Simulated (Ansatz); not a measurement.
Al: energy along a strain

Al, Im-3m, a = 3.182 Å (as given, not relaxed at this level: 2.2 GPa). This isn't the element's structure at ambient conditions. Ansatz: PBEsol, PAW, 420 eV, Γ-centred 20×20×20 mesh on 1 atom, Gaussian smearing 0.15 eV; no spin polarisation. Cell vectors (Å): -1.591 1.591 1.591; 1.591 -1.591 1.591; 1.591 1.591 -1.591. The cell is strained by x per cent times the pattern (1 1 0 0 0 0) in the order xx yy zz yz xz xy (engineering shears), with fractional coordinates held. y is the free energy over the start, V0 = 16.116 Å³/atom.

| x (%) | y (meV/atom) |
| --- | --- |
| -4.00 | 43.54 |
| -3.00 | 27.37 |
| -2.00 | 14.92 |
| -1.00 | 5.91 |
| 0.00 | 0.00 |
| 1.00 | -2.99 |
| 2.00 | -3.15 |
| 3.00 | -0.62 |
| 3.50 | 1.58 |
| 4.00 | ? |

Fit y = c1 x + c2 x² + c3 x³ to the other rows, get the stiffness along the pattern, and predict the missing energy.

Least squares on the rows shown. y = −4.3773 x + 1.4912 x² − 0.033080 x³. The clamped-ion stiffness p·C·p = 2 × 14.91 eV × 160.2 / 16.116 Å³ = 296 GPa (second derivative at the start, which stands under stress). At x = 4.00 the fit asked for gives 4.23 meV/atom. The run gave 4.36 meV/atom, so the fit is 0.13 meV/atom too low, a small miss on the scale of the series.